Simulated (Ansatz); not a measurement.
# ScAs₆: from a guess to a relaxed structure

The calculation used DFT PBE, scalar-relativistic, plane waves, PAW in Ansatz. Cutoff 420 eV, Gaussian smearing, Γ-centred meshes. Cell and atoms relax first on a coarse mesh and then on a finer one. In between, the cell is made exact in the group found at 0.06 Å. In metals the finer mesh still leaves noise of several meV/atom or more. The steps can't lower the symmetry of their start. No spin polarisation in the relaxation; trial moments died out in a coarse test.

A trial structure of ScAs₆ was built thus: 4-, 6-connected net of one element, guests in its cages (Cmmm, No. 65) (guest Sc). Its size is a rough estimate.

```cif
data_structure
_symmetry_space_group_name_H-M 'Cmmm'
_symmetry_Int_Tables_number 65
_cell_length_a 5.1171
_cell_length_b 10.9137
_cell_length_c 3.6365
_cell_angle_alpha 90.000
_cell_angle_beta 90.000
_cell_angle_gamma 90.000
_cell_volume 203.09
loop_
_atom_site_label
_atom_site_type_symbol
_atom_site_symmetry_multiplicity
_atom_site_Wyckoff_symbol
_atom_site_fract_x
_atom_site_fract_y
_atom_site_fract_z
_atom_site_occupancy
Sc1 Sc 2 b 0.50000 0.00000 0.00000 1
As1 As 8 q 0.21178 0.10986 0.50000 1
As2 As 4 e 0.25000 0.25000 0.00000 1
```

The zero of energy is the elements' standard structures at the same level; no fitted shifts are applied.

Question: Describe the relaxed structure.

Answer: The symmetry stays Cmmm (No. 65). The volume per atom grows by 45.2 %, from 14.5 to 21.1 Å³. The shortest distance goes from 2.17 Å (As–As) to 2.50 Å (As–As). The energy falls by about 1.1 eV/atom (the start's value is from the coarse mesh). Conventional cell: a = 5.606 Å, b = 14.398 Å, c = 3.653 Å. Sc has 8 As at 2.89 Å; As on a site of symmetry m is surrounded by 1 As at 2.50 Å, 2 As at 2.71 Å, 2 Sc at 2.89 Å and 2 As at 3.11–3.22 Å; around As on a site of symmetry 2/m lie 6 As at 2.71–2.80 Å.

```yaml
crystal:
  lattice:
    - [2.80312, -7.19887, 0.00000]
    - [2.80312, 7.19887, 0.00000]
    - [0.00000, 0.00000, 3.65304]
  atoms:
    - { symbol: Sc, position: [0.50000, 0.50000, 0.00000] }
    - { symbol: As, position: [0.11122, 0.33465, 0.50000] }
    - { symbol: As, position: [0.88878, 0.66535, 0.50000] }
    - { symbol: As, position: [0.33465, 0.11122, 0.50000] }
    - { symbol: As, position: [0.66535, 0.88878, 0.50000] }
    - { symbol: As, position: [0.00000, 0.50000, 0.00000] }
    - { symbol: As, position: [0.50000, 0.00000, 0.00000] }
```

Question: Give its energy and gap.

Answer:

| Property | Result |
| --- | --- |
| Formation energy | −0.17 eV/atom |
| Gap on the 8×8×10 mesh of the 7-atom cell | 0 eV (a metal) |

A negative formation energy is needed for stability but isn't enough: competing phases decide.

The last run used Gaussian smearing of 0.10 eV. The reference form of As is held partly by dispersion forces, which this level lacks. Symmetry constrained the relaxation, so the result can be a saddle point. In all, the 3 runs took 11 min on 1 thread of Intel(R) Xeon(R) Platinum 8259CL CPU @ 2.50GHz (Skylake/Cascade Lake), on a shared host.
